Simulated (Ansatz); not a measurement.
MnSnI3:
```
CELL_PARAMETERS angstrom
      6.15018     0.00000     0.00000
      0.00000     6.15018     0.00000
      0.00000     0.00000     6.15018
ATOMIC_POSITIONS crystal
  Sn 0.50000 0.50000 0.50000
  I  0.00000 0.50000 0.50000
  I  0.50000 0.00000 0.50000
  I  0.50000 0.50000 0.00000
  Mn 0.00000 0.00000 0.00000
```
Starting moments (μB, in the order of the atoms Sn I I I Mn): 0.0 0.1 0.1 0.1 5.8.

Relaxed with PBE. Special points in fractions of this cell's reciprocal vectors: Γ (0.000, 0.000, 0.000); X (0.000, 0.500, 0.000); M (0.500, 0.500, 0.000); R (0.500, 0.500, 0.500).

Problem. List the band energies nearest the Fermi level at these points for plane-wave PAW PBE (Ansatz code).

Solution. In eV from the Fermi level; about four levels below and three above (degenerate sets whole), none deeper than 8.9 eV; points with the same levels are listed once.

| k | below | above |
|---|---|---|
| Γ ↑ | -1.59 -1.59 -1.59 -1.58 -1.58 -1.58 | 3.69 3.69 3.69 |
| X ↑ | -1.52 -1.52 -0.82 -0.81 | 2.03 2.22 3.19 3.19 |
| M ↑ | -1.86 -1.86 -1.84 -0.98 -0.88 | 0.07 1.52 1.52 |
| R ↑ | -1.71 -0.98 -0.98 -0.98 | 0.89 1.10 1.10 1.10 |
| Γ ↓ | -1.57 -1.57 -1.57 -1.52 -1.52 -1.52 | 0.05 0.05 0.05 |
| X ↓ | -1.74 -1.55 -1.55 -0.79 | 0.05 0.11 0.13 0.13 |
| M ↓ | -1.90 -1.90 -1.82 -0.97 -0.06 | 0.12 0.13 0.13 |
| R ↓ | -1.81 -1.81 -0.94 -0.94 -0.94 | 0.05 0.05 0.05 |

Space group Pm-3m (cubic perovskite). The workflow started from an entry of the Crystallography Open Database (COD, 298 K). Whether it is the stable phase at ambient conditions was not checked. The cell was relaxed with PBE under the symmetry of its start; its stability against distortions is not shown here. Spin order of the final state: ferromagnetic, the only order run, not a proven ground state. The cell computed holds one magnetic atom, so no antiferromagnetic order was within reach. Its formation energy is positive at this level, so the cell may be metastable or incomplete. No Hubbard U is applied. The compound may be a true metal, but semilocal functionals without U, or a wrong spin order, can also close a gap. Scalar-relativistic: spin–orbit coupling is off unless named, which matters more the heavier the elements.

Potentials: the later of the program's two PAW sets.
